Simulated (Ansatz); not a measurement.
Mo3Os:
```
CELL_PARAMETERS angstrom
      4.96876     0.00000     0.00000
      0.00000     4.96876     0.00000
      0.00000     0.00000     4.96876
ATOMIC_POSITIONS crystal
  Mo 0.25000 0.00000 0.50000
  Mo 0.75000 0.00000 0.50000
  Mo 0.50000 0.75000 0.00000
  Mo 0.50000 0.25000 0.00000
  Mo 0.00000 0.50000 0.75000
  Mo 0.00000 0.50000 0.25000
  Os 0.00000 0.00000 0.00000
  Os 0.50000 0.50000 0.50000
```

Relaxed with r²SCAN. Special points in fractions of this cell's reciprocal vectors: Γ (0.000, 0.000, 0.000); X (0.000, 0.500, 0.000); M (0.500, 0.500, 0.000); R (0.500, 0.500, 0.500).

### Question
List the band energies nearest the Fermi level at these points for DFT-r²SCAN with spin–orbit coupling in the program Ansatz with PAW potentials.

### Answer
In eV from the Fermi level; about four levels below and three above (degenerate sets whole), none deeper than 8.9 eV; points with the same levels are listed once.

| k | below | above |
|---|---|---|
| Γ | -1.50 -1.50 -1.50 -1.50 | 0.40 0.40 0.40 0.40 |
| X | -0.04 -0.04 -0.04 -0.04 | 0.18 0.18 0.18 0.18 |
| M | -0.42 -0.42 -0.14 -0.14 | 0.19 0.19 0.71 0.71 |
| R | -1.46 -1.46 -1.46 -1.46 -1.46 -1.46 -1.46 -1.46 | 0.46 0.46 0.46 0.46 0.46 0.46 0.46 0.46 |

Space group Pm-3n (A15 (Cr3Si type)). The workflow started from a Materials Project entry (that database holds measured and hypothetical structures alike); the Crystallography Open Database files this formula in space group No. 223, but the cells were not matched. Its standing as an ambient phase is unchecked. Symmetry was held in the r²SCAN relaxation; its stability against distortions is not shown here. The run is not spin-polarised.

Potentials: the later of the program's two PAW sets.
